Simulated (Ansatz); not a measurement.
Relaxed Sb (A7 type, space group R-3m):

```
Sb
1.0
    2.16065     1.24745     3.67987
   -2.16065     1.24745     3.67987
    0.00000    -2.49490     3.67987
Sb
2
Direct
  0.23638   0.23638   0.23638
  0.76362   0.76362   0.76362
```

In this cell atom 1 (Sb, nearest neighbour Sb at 2.932 Å; its periodic images, 4.3 Å or more away, move with it) is moved by s along Cartesian [111], unit vector (0.577, 0.577, 0.577); all other atoms and the cell stay fixed.

Level of theory: PBE-D3(BJ) (plane waves to 420 eV, PAW, scalar-relativistic; Ansatz, a first-principles code). k mesh 11×11×11 (Γ-centred), Fermi-Dirac smearing 0.05 eV. Energies are smeared free energies. With partly filled bands, energies and forces of such displacements shift with the k mesh and the smearing. Sb was relaxed with its symmetry unable to fall. Spin-orbit coupling is left out, though Sb is heavy. The zero of ΔE is the undisplaced structure. The last digit holds for this mesh only.

```
s (Å)   ΔE (meV/cell)
------  -------------
-0.590         1006.0
-0.472          586.0
-0.354          292.5
-0.236          111.8
-0.118           23.0
0.000             0.0
0.118            12.9
0.236            32.4
0.354            44.5
0.472        withheld
0.590           151.7
```

Problem. Fit a polynomial form (powers 2, 3, 4) to the given rows and predict ΔE at s = 0.472.

Solution. Least squares on the 10 given rows: ΔE = (1272)·s² + (-2140)·s³ + (1147)·s⁴, in meV/cell with s in Å; root-mean-square residual 16.97 meV/cell. At 0.472 the fit gives 115.3 meV/cell; the calculation gives 74.1 meV/cell, so the interpolation is off by 41.2 (+55.6 %). The quadratic term alone would give 283.4 meV/cell.

(For displaced atoms, the force is minus the slope of the energy, and its curvature is a force constant, which sets phonon frequencies.)
